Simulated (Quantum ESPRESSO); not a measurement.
TiTa3SnMg2Al, one composition in several site orders

Simulated, not a measurement. The program is pw.x of Quantum ESPRESSO 7.5 (plane-wave density functional theory). The cell is made up: eight metal atoms on a face-centred cubic lattice, with elements, volume, strain and displacements drawn at random and not relaxed, so it may be unstable or far from any real phase. PseudoDojo standard norm-conserving files set the functional (PBE unless stated); there is no spin polarisation or spin-orbit coupling, the Fermi-Dirac width of 0.25 eV means electrons at about 2900 K, and the masses in the input are unused placeholders. The tin pseudopotential is less sure than most, with forces differing by about three percent from a second method on plain tin. Heavy elements are run without spin-orbit coupling, which real alloys of them have. A spin test at this wide smearing found no moment, but such smearing suppresses magnetism that the real alloy may have.

The runs put one composition on the sites in different orders. Cell, positions, cutoff, mesh and smearing stay as in the input of run 1; sites are counted in its order. Stress in the tables is positive in tension.

Input of run 1:

```
&control calculation='scf', pseudo_dir='./dojo.nc.sr.pbe.v0_5.standard.upf', outdir='./o', disk_io='minimal', tprnfor=.true., tstress=.true. /
&system ibrav=0, nat=8, ntyp=5, nbnd=57, ecutwfc=84.00895049, nosym=.true., tot_charge=0,
 occupations='smearing', smearing='fd', degauss=0.0183746611
/
&electrons conv_thr=1.470e-08, electron_maxstep=70, mixing_beta=0.5 /
ATOMIC_SPECIES
Al 1.0 Al.upf
Mg 1.0 Mg.upf
Sn 1.0 Sn.upf
Ta 1.0 Ta.upf
Ti 1.0 Ti.upf
CELL_PARAMETERS angstrom
-0.0297 -2.1776 -2.211
-6.4022 -2.1676 -0.0992
-2.225 4.3103 -6.6178
ATOMIC_POSITIONS angstrom
Ti -0.0211 0.0005 -0.0417
Ta -2.177 2.1727 -4.4175
Sn -2.165 -0.0202 -2.2428
Mg -4.3662 2.1504 -6.5814
Al -4.2997 -0.0219 -4.4172
Ta -4.3023 -2.1878 -2.2531
Ta -6.461 -0.0184 -6.6602
Mg -6.4565 -2.1936 -4.511
K_POINTS automatic
8 4 3 1 1 1
```

| run | elements on sites 1 to 8 | free energy less that of run 1 (eV) | -TS (eV) | pressure (GPa) | stress xx (GPa) | stress yy (GPa) | stress zz (GPa) | stress yz (GPa) | stress xz (GPa) | stress xy (GPa) | iterations |
| --- | --- | --- | --- | --- | --- | --- | --- | --- | --- | --- | --- |
| 1 | Ti Ta Sn Mg Al Ta Ta Mg | 0.000 | -1.589 | -7.07 | 4.71 | 8.10 | 8.39 | -0.24 | -0.74 | 1.66 | 16 |
| 2 | Mg Ti Ta Ta Al Mg Ta Sn | -0.327 | -1.416 | -7.53 | 6.90 | 7.54 | 8.15 | 0.05 | 1.60 | -0.38 | 17 |
| 3 | Sn Ti Mg Ta Ta Al Mg Ta | -0.018 | -1.529 | -6.88 | 6.06 | 7.23 | 7.36 | -0.62 | 2.25 | -1.14 | 15 |
| 4 | Mg Sn Ta Ta Mg Ta Al Ti | -0.104 | -1.540 | -6.89 | 6.45 | 7.10 | 7.11 | -0.45 | 1.68 | -0.88 | 16 |
| 5 | Ta Al Sn Ta Ti Mg Mg Ta | 0.036 | -1.593 | -7.44 | 5.82 | 7.94 | 8.58 | 1.87 | 1.46 | 0.25 | 16 |
| 6 | Sn Mg Ta Ta Ta Mg Ti Al | -0.347 | -1.463 | -7.41 | 5.71 | 8.16 | 8.35 | 1.00 | 1.20 | -0.25 | 17 |

Forces Fx Fy Fz (eV/Å):

```
site             run 1              run 2             run 3             run 4             run 5             run 6
   1   0.94 -0.17 0.17    0.01 -0.39 0.57  -0.37 -0.11 0.26   0.07 0.18 -0.01   -0.78 0.02 0.19  -0.16 -0.39 0.51
   2   0.12 0.61 -0.56   -0.39 -0.09 0.10  -0.33 -0.45 0.50  -0.07 -0.17 0.17  -0.23 0.19 -0.16  -0.05 -0.28 0.29
   3  -0.18 -0.07 0.14   -0.46 0.20 -0.13  -0.29 0.07 -0.05   0.03 -0.75 0.77    0.08 0.00 0.08  -0.10 0.16 -0.16
   4  0.15 -0.20 -0.05  -0.22 -0.15 -0.04   0.24 -0.52 0.34  -0.91 0.69 -0.64  1.65 -0.26 -0.02  -0.35 -0.40 0.24
   5  -0.19 0.41 -0.48    0.62 0.48 -0.51  -0.54 0.51 -0.61  -0.28 -0.06 0.01  -0.20 0.12 -0.23  -0.48 0.00 -0.05
   6  -0.30 -0.78 0.73    0.48 -0.05 0.05   0.46 0.29 -0.28   0.67 0.08 -0.34  -0.13 -0.09 0.06   0.36 0.19 -0.17
   7   -0.90 0.05 0.15    0.66 -0.24 0.17   0.11 -0.14 0.17   0.71 0.36 -0.38  -0.29 -0.08 0.07   0.82 0.39 -0.38
   8   0.35 0.16 -0.11   -0.71 0.23 -0.21   0.73 0.35 -0.33  -0.22 -0.33 0.42   -0.10 0.10 0.00  -0.04 0.34 -0.28
```

The sites are displaced and not relaxed, so the energy differences mix bonding between neighbours with strain and are not ordering energies. A rerun of one cell of this series at a higher cutoff and on a denser mesh moved values by no more than 0.004 eV in energy, 0.07 GPa in stress and 0.010 eV/Å in force, and a second program with other atomic files agreed on that cell to 2 % rms in force and 0.5 GPa in pressure.